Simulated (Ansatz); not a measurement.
Given:

WN2:
```cif
data_N4W2
_chemical_formula_sum 'W2 N4'
_space_group_name_H-M_alt 'P 1'
_space_group_IT_number 1
_cell_length_a 5.98616
_cell_length_b 5.98616
_cell_length_c 5.98616
_cell_angle_alpha 120.005
_cell_angle_beta 120.005
_cell_angle_gamma 89.991
loop_
_space_group_symop_operation_xyz
  'x, y, z'
loop_
_atom_site_label
_atom_site_type_symbol
_atom_site_fract_x
_atom_site_fract_y
_atom_site_fract_z
_atom_site_occupancy
W1 W 0.50000 0.50000 0.00000 1
W2 W 0.25000 0.75000 0.50000 1
N1 N 0.87500 0.62444 0.24944 1
N2 N 0.37556 0.62500 0.25056 1
N3 N 0.37500 0.62556 0.75056 1
N4 N 0.37444 0.12500 0.74944 1
```

This is the LDA-relaxed structure.

### Question
All from LDA in the plane-wave PAW code Ansatz, unless another level is named. Give the formation energy from the elements (no fitted shifts).

### Answer
-30 kJ/mol of atoms.

### Question
Predict the band gap.

### Answer
0.71 eV (smallest direct gap 0.72 eV).

### Question
Predict the valence-band maximum.

### Answer
at N.

### Question
Next, the conduction-band minimum?

### Answer
at Γ.

Space group Fd-3m. The workflow started from a Materials Project entry (that database holds measured and hypothetical structures alike); the Crystallography Open Database copy checked does not list it. Its standing as an ambient phase is unchecked. The cell was relaxed with LDA under the symmetry of its start; whether a distortion lowers the energy is not shown. The run is not spin-polarised. Point labels and valley counts follow the cell and symmetry of the run, lower than the named group. The references are the lowest solids computed at this level, not always the standard phases (solids in place of the gases). Scalar-relativistic: spin–orbit coupling is off unless named, which matters more the heavier the elements.

Potentials: the later of the program's two PAW sets.
